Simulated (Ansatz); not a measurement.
A geometry of AlNi away from equilibrium: step 14 of the relaxation of a generated cell, AlNi placed in the AFLOW prototype AB_hP6_154_a_b (B9, as in HgS). Calculation: PBE (plane waves to 420 eV, PAW, scalar-relativistic; Ansatz, a program for electronic structure). Γ-centred k-mesh 11×11×5 on the run's cell (coarser than for final values), Fermi–Dirac smearing 0.05 eV.

```yaml
crystal:
  lattice:
    - [3.99434, 0.00000, 0.00000]
    - [-1.99717, 3.45920, 0.00000]
    - [0.00000, 0.00000, 5.08619]
  atoms:
    - { symbol: Ni, position: [0.66667, 0.00000, 0.66667] }
    - { symbol: Ni, position: [0.00000, 0.66667, 0.33333] }
    - { symbol: Ni, position: [0.33333, 0.33333, 0.00000] }
    - { symbol: Al, position: [0.66667, 0.00000, 0.16667] }
    - { symbol: Al, position: [0.00000, 0.66667, 0.83333] }
    - { symbol: Al, position: [0.33333, 0.33333, 0.50000] }
```
Spin-polarised start, with parallel moments on Ni.

Task: Which atoms carry the largest force, and which way does it point?

Result: No atom: all forces are below 0.005 eV/Å; only the cell is out of equilibrium.

Task: What is the pressure?

Result: +5.9 GPa, compression positive.

Task: How far above the relaxed end point is this geometry?

Result: 0.01 eV/atom; the path ends in Pm-3m (No. 221) (CsCl type).

No spin polarisation in the result: the starting moments vanished. A magnetic state may lie lower.

The run could not lose the symmetry of its start.
